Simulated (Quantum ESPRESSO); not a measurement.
## One change at a time to Cu2MoRe2RuTa2

These are calculations, not measurements. They come from Quantum ESPRESSO 7.5, a public plane-wave density functional program. Each row is one single-point run on a made-up periodic cell of eight metal atoms, with elements, volume, strain and displacements drawn at random and not relaxed, so a cell may be unstable or far from any real phase. There is no spin polarisation or spin-orbit coupling.

Settings: PBE unless stated; PseudoDojo standard norm-conserving files; Fermi-Dirac width 0.25 eV, which means electrons at about 2900 K; cutoff 1252 eV; 8 x 5 x 3 k mesh shifted half a step off Gamma. E is the free energy of the whole cell (internal energy minus TS), so a -TS column is already part of it. Stress is positive in tension, and the pressure P is minus a third of its trace.

Checks: one run of this series was repeated at a higher cutoff and on a denser mesh, which moved values by no more than 0.003 eV, 0.07 GPa and 0.013 eV/Å, and a second program with other atomic files agreed on it to 2 % rms in force and 0.5 GPa in pressure. Known limits: the copper pseudopotential is less sure than most, with forces differing by about three percent and pressure by about two GPa from a second method on plain copper; heavy elements are run without spin-orbit coupling, which real alloys of them have; a spin test at this wide smearing found no moment, but such smearing suppresses magnetism that the real alloy may have.

The lattice is hexagonal close-packed, and the cell vectors in Å are (-2.875, 0.000, 0.000); (0.000, 0.000, -4.507); (0.000, -9.960, 0.000), a volume of 129.07 Å³ in run 1. The elements on sites 1 to 8 are Re Mo Cu Ru Cu Re Ta Ta. Each later run makes one change to run 1 and keeps the rest. E is counted from run 1, and is n/a where other atomic files have another zero of energy.

```
run                           change  V (Å³)  P (GPa)  -TS (eV)  rms force (eV/Å)  largest change of a force component (eV/Å)  E (eV)
  1                             none  129.07    -6.85    -1.533             0.450                                       0.000   0.000
  2          sites 3 and 7 exchanged  129.07    -8.73    -1.732             0.658                                       1.433   0.915
  3    all lengths scaled by -1.08 %  124.93    -0.18    -1.475             0.545                                       0.273  -0.093
  4              LDA in place of PBE  129.07   -19.47    -1.538             0.361                                       0.290     n/a
  5                     Ga on site 3  129.07    -3.71    -1.476             0.443                                       0.580     n/a
  6  site 3 moved by +0.07 Å along z  129.07    -6.58    -1.533             0.463                                       0.234       ?
```

## Worked estimate

Along the move dE = -F dx. The force on site 3 along z is -0.447 eV/Å in run 1 and -0.681 eV/Å in run 6, and the move is +0.07 Å, so the mean force times the move gives an estimate.

## Withheld value

Question: what E should run 6 give?

The estimate is 0.039 eV. The calculation gave 0.039 eV.
